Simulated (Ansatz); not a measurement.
CdTe:
```
CELL_PARAMETERS angstrom
      0.00000     3.24489     3.24489
      3.24489     0.00000     3.24489
      3.24489     3.24489     0.00000
ATOMIC_POSITIONS crystal
  Cd 0.00000 0.00000 0.00000
  Te 0.75000 0.75000 0.75000
```

Relaxed with PBEsol. Special points in fractions of this cell's reciprocal vectors: Γ (0.000, 0.000, 0.000); X (0.500, 0.000, 0.500); U (0.625, 0.250, 0.625); K (0.375, 0.375, 0.750); L (0.500, 0.500, 0.500); W (0.500, 0.250, 0.750).

Problem. List the band energies nearest the valence-band maximum at these points for the program Ansatz at the PBEsol level (PAW).

Solution. In eV from the valence-band maximum; about four levels below and three above (degenerate sets whole), none deeper than 8.9 eV; points with the same levels are listed once.

```
k                       below                above
-  --------------------------  -------------------
Γ  -7.97 -7.97 0.00 0.00 0.00  0.65 4.57 4.57 4.57
X     -7.50 -4.32 -1.87 -1.87       2.51 2.61 8.68
U     -7.45 -4.22 -2.57 -1.55       2.82 4.45 7.25
L     -7.63 -4.44 -0.78 -0.78       1.73 5.16 5.16
W     -7.42 -4.20 -2.33 -2.21       4.21 4.59 5.48
```

Space group F-43m (zinc blende). Symmetry was held in the PBEsol relaxation. Scalar-relativistic: spin–orbit coupling is off unless named, which matters more the heavier the elements.

Potentials: the earlier of the program's two PAW sets. The files were generated under PBE; for other functionals the program regenerates the frozen cores, and for LDA and PBEsol the local potential too.
